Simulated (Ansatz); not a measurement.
Space group Pm-3m (No. 221). a = 3.841 Å, b = 3.841 Å, c = 3.841 Å, α = 90.00°, β = 90.00°, γ = 90.00°
| atom | site | symmetry | x | y | z |
| --- | --- | --- | --- | --- | --- |
| Sr | 1b | m-3m | 0.5000 | 0.5000 | 0.5000 |
| V | 1a | m-3m | 0.0000 | 0.0000 | 0.0000 |
| O | 3d | 4/mm.m | 0.5000 | 0.0000 | 0.0000 |

Equation of state of this SrVO₃ structure (not necessarily the ground state), with shape and atoms relaxed at each volume where symmetry leaves them free. It has no gap at any of these volumes. Theory: Ansatz, DFT r2SCAN, scalar-relativistic, plane waves, PAW.

Cutoff 500 eV; k points 10×10×10 on the computed 5-atom cell (Γ-centred); Gaussian smearing, width 0.10 eV; collinear spin.

```tsv
V (Å³/atom)	E − E(largest V) (meV/atom)	P (GPa)
10.653	3.19	12.13
10.993	-15.96	6.39
11.333	-22.59	0.01
11.673	-16.64	-5.44
12.013	0.00	-10.08
```

Task: Fit a third-order Birch–Murnaghan equation to E(V).

Result: V0 = 11.34 Å³/atom, B0 = 189 GPa, B0' = 1.5.

The state reached may not be the lowest one. The cell holds one magnetic atom, so it can only be ferromagnetic; an antiferromagnetic order may lie lower.

Symmetry holds off the tilts and polar distortions that many cubic perovskites undergo.

Cost: 5 runs of about 7 core-minutes in all, on Arm Neoverse N1 (shared hosts).